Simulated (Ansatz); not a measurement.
The start is a relaxed Cr cell displaced along its unstable phonon at q = (½, 0, 0) of its primitive reciprocal cell (173i cm⁻¹), largest move 0.15 Å. Cell shape, volume and atoms are optimised at zero target pressure with PBE (plane waves to 420 eV, PAW, scalar-relativistic; Ansatz, an electronic-structure program). The first steps use a coarse 7×14×14 k-mesh.

Input geometry:
```
Cr
1.0
    4.68059     0.00000     0.00000
    0.00000     2.34029     0.00000
    0.00000     0.00000     2.34029
Cr
2
Direct
  0.00000   0.00000   0.06409
  0.50000   0.00000   0.93591
```

**Question.** What is the largest force in the starting geometry, and on which atom (counted from 1)?

**Answer.** 0.67 eV/Å, on Cr1, Cr2 (atoms numbered as listed).

**Question.** By how much does the energy per atom fall from start to end?

**Answer.** 0.23 eV/atom.

**Question.** How does the volume change?

**Answer.** -3.9 %, from 12.82 to 12.32 Å³/atom.

**Question.** What band gap does the relaxed structure have at this level?

**Answer.** No gap (metallic).

**Question.** Write out the relaxed structure.

**Answer.** 
```cif
data_Cr2
_chemical_formula_sum 'Cr2'
_space_group_name_H-M_alt 'Cmmm'
_space_group_IT_number 65
_space_group_name_Hall '-C 2 2'
_cell_length_a 2.40640
_cell_length_b 4.55450
_cell_length_c 2.24779
_cell_angle_alpha 90.000
_cell_angle_beta 90.000
_cell_angle_gamma 90.000
loop_
_atom_site_label
_atom_site_type_symbol
_atom_site_symmetry_multiplicity
_atom_site_Wyckoff_symbol
_atom_site_fract_x
_atom_site_fract_y
_atom_site_fract_z
_atom_site_occupancy
Cr1 Cr 2 b 0.00000 0.50000 0.00000 1
```
(The calculation used a cell of 1 atom; values per cell refer to that cell.)

Final values are on a 22×22×20 k-mesh of the relaxed cell. No spin polarisation in the result. A magnetic state may lie lower.

The run could not lose the symmetry of its start: the end is stationary, and may be a saddle point rather than a minimum.

The relaxed structure here is a generated cell of Cr: the first start was made by placing the elements on the sites of a structure type, and the end was not matched to a known phase here, so it may be hypothetical. Known forms of Cr include space group No. 229.
